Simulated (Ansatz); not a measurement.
**Rb2CdSe2O6: Core-level photoemission**

Cell: a measured structure from the Crystallography Open Database (COD), ions relaxed with PBE at fixed cell, repeated to a supercell; a hole's nearest image is 9.3 Å away.

Space group R-3m:H (No. 166); a = 5.7503, c = 19.6685 Å, γ = 120.00°.

| site | Wyckoff | site symmetry | x | y | z |
| --- | --- | --- | --- | --- | --- |
| Rb1 | 6c | 3m | 0.0000 | 0.0000 | 0.8023 |
| Cd9 | 3a | -3m | 0.0000 | 0.0000 | 0.0000 |
| Se13 | 6c | 3m | 0.0000 | 0.0000 | 0.6259 |
| O21 | 18h | .m | 0.1561 | 0.8439 | 0.5887 |

One atom of each set is listed; the run and its k-mesh use a cell of 44 atoms with edges of 9.33, 9.33, 9.33 Å.

The numbers come from a DFT calculation in Ansatz (PBE, plane waves and PAW, scalar-relativistic, 420 eV cutoff, Γ-centred 2×2×2 k-points, fixed occupations).

Each value is a total-energy difference between the cell with one core hole and the ground state (ΔSCF), counted from the top of the valence band. The cell with the hole is spin-polarised, as the shell with the hole is left with one unpaired spin. The periodic images are corrected with the calculated ε∞ = 3.48, 3.48, 2.81.

Q: Give the Rb 3d, Cd 3d, Se 3d, O 1s lines of each distinct site.

A: 

```
 line  atom                                               first shell  E_B (eV)  j = l + ½ / j = l − ½ (eV)
Rb 3d     1                                        9 O at 2.94–3.09 Å     107.4               106.8 / 108.3
Cd 3d     9                                             6 O at 2.34 Å     402.7               400.0 / 406.7
Se 3d    13                                             3 O at 1.72 Å      56.3                 55.9 / 56.8
 O 1s    21  1 Se at 1.72 Å; also 1 Cd at 2.34 Å, 3 Rb at 2.94–3.09 Å     527.9                           –
```

For p, d and f shells E_B is the weighted mean of the two lines, whose splitting comes from the free atom's Dirac orbitals.

The program doubts some values: the hole's higher moments are large; the potential far from the hole hasn't levelled off; the cell is too small to check the potential alignment. Absolute PBE values can be off by an eV or more, and the 3d and 4f lines of heavy atoms by several eV. Multiplets, satellites and widths aren't calculated.

The run took 3.9 min of wall time (15 min of CPU time) and 4.4 GiB at its peak, on 4 threads of Intel Xeon Processor @ 2.70GHz (x86_64; 62 cores open to the job, memory cap 8.0 GiB, no GPU), a shared host with a load of 0.8 a core.
